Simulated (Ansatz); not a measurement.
SiC:
```
CELL_PARAMETERS angstrom
      0.00000     2.17817     2.17817
      2.17817     0.00000     2.17817
      2.17817     2.17817     0.00000
ATOMIC_POSITIONS crystal
  C  0.75000 0.75000 0.75000
  Si 0.00000 0.00000 0.00000
```

Cartesian axes are those of the cell as given.

### Question
Give the high-frequency dielectric tensor and the Born effective charge tensors of the independent atoms from DFPT, the program Ansatz at the r²SCAN level (PAW).

### Answer

ε∞:
```
6.52  0.00  0.00
0.00  6.52  0.00
0.00  0.00  6.52
```
Z* of atom 1 (C), rows: field, columns: displacement, in e:
```
-2.72   0.00   0.00
 0.00  -2.72   0.00
 0.00   0.00  -2.72
```
Z* of atom 2 (Si), rows: field, columns: displacement, in e:
```
2.72  0.00  0.00
0.00  2.72  0.00
0.00  0.00  2.72
```

Static charges for comparison (Bader): C1 -2.87, Si2 +2.87 e. Born charges measure polarisation by displacement and can exceed these by far.

Space group F-43m (zinc blende). The cell was relaxed with r²SCAN under the symmetry of its start.

Potentials: the later of the program's two PAW sets.
